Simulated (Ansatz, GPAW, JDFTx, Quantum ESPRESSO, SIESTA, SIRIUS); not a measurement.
# HPbNO4: programs and potentials compared

```
H Pb N O
1.0
     3.85707    0.00178   -0.03658
     0.17353    4.33436   -0.01647
     0.75803    0.83873    5.87662
H Pb N O
1 1 1 4
Cartesian
  2.6784 4.0493 1.1289
  3.2640 2.7055 5.3570
  3.1776 1.4531 2.9117
  1.3252 2.6900 4.5562
  2.9731 4.6255 2.8902
  2.3661 4.0462 0.1903
  3.3249 2.1006 1.8421
```

The cell comes from a database or a generator and needn't be the stable form of this composition.

Alike in all runs: task single point; functional PBE; k mesh 7 × 6 × 5; occupations fermi-dirac, width 0.05 eV; no spin polarisation; no spin-orbit coupling. Pressure is positive in compression and, in plane waves, holds the error of the finite cutoff, which Ansatz's Pulay term estimates and takes out.

```json
{"program and potentials": "Ansatz, Ansatz PAW", "plane-wave cutoff (eV)": "420", "notes": "Pulay term of +0.63 GPa included", "pressure (GPa)": "0.00", "largest force (eV/Å)": "-"}
{"program and potentials": "JDFTx, PseudoDojo-SR-PBE-0.5-standard (H, N, O) + PseudoDojo-SR-PBE-0.4.1-standard (Pb) with smoothed tails", "plane-wave cutoff (eV)": "1143", "notes": "-", "pressure (GPa)": "0.26", "largest force (eV/Å)": "0.195"}
{"program and potentials": "SIESTA, files PseudoDojo sr-pbe-0.4.1-standard, DZP (energy shift 0.003 Ry; two zetas on semicore shells)", "plane-wave cutoff (eV)": "-", "notes": "atomic basis", "pressure (GPa)": "3.66", "largest force (eV/Å)": "1.524"}
{"program and potentials": "GPAW, GPAW PAW data sets (gpaw-data 1.2.1)", "plane-wave cutoff (eV)": "800", "notes": "-", "pressure (GPa)": "-0.62", "largest force (eV/Å)": "0.104"}
{"program and potentials": "Ansatz, all-electron LAPW, scalar-relativistic", "plane-wave cutoff (eV)": "-", "notes": "-", "pressure (GPa)": "-0.03", "largest force (eV/Å)": "0.074"}
{"program and potentials": "SIRIUS, PseudoDojo 0.4.1 PBE standard (scalar relativistic)", "plane-wave cutoff (eV)": "1152", "notes": "-", "pressure (GPa)": "0.27", "largest force (eV/Å)": "0.195"}
{"program and potentials": "Quantum ESPRESSO, SSSP 1.3 efficiency PBE", "plane-wave cutoff (eV)": "816", "notes": "-", "pressure (GPa)": "0.16", "largest force (eV/Å)": "0.094"}
```

Force on atom 6 (O), eV/Å:

| program and potentials | x | y | z |
| --- | --- | --- | --- |
| JDFTx, PseudoDojo-SR-PBE-0.5-standard (H, N, O) + PseudoDojo-SR-PBE-0.4.1-standard (Pb) with smoothed tails | 0.048 | 0.000 | 0.189 |
| SIESTA, files PseudoDojo sr-pbe-0.4.1-standard, DZP (energy shift 0.003 Ry; two zetas on semicore shells) | -0.266 | -0.011 | -0.283 |
| GPAW, GPAW PAW data sets (gpaw-data 1.2.1) | -0.011 | -0.001 | -0.103 |
| Ansatz, all-electron LAPW, scalar-relativistic | 0.008 | 0.000 | 0.028 |
| SIRIUS, PseudoDojo 0.4.1 PBE standard (scalar relativistic) | 0.048 | 0.000 | 0.189 |
| Quantum ESPRESSO, SSSP 1.3 efficiency PBE | -0.012 | 0.001 | 0.013 |

The pressure spans -0.62 (GPAW, GPAW PAW data sets (gpaw-data 1.2.1)) to 3.66 GPa (SIESTA, files PseudoDojo sr-pbe-0.4.1-standard, DZP (energy shift 0.003 Ry; two zetas on semicore shells)), with all-electron results at -0.03. Rows in atomic bases carry the error of their basis and grid, which can be large.

The functional is the same throughout but for its coding, so the spread measures potentials, basis and numerics; runs on potential files found faulty are left out.
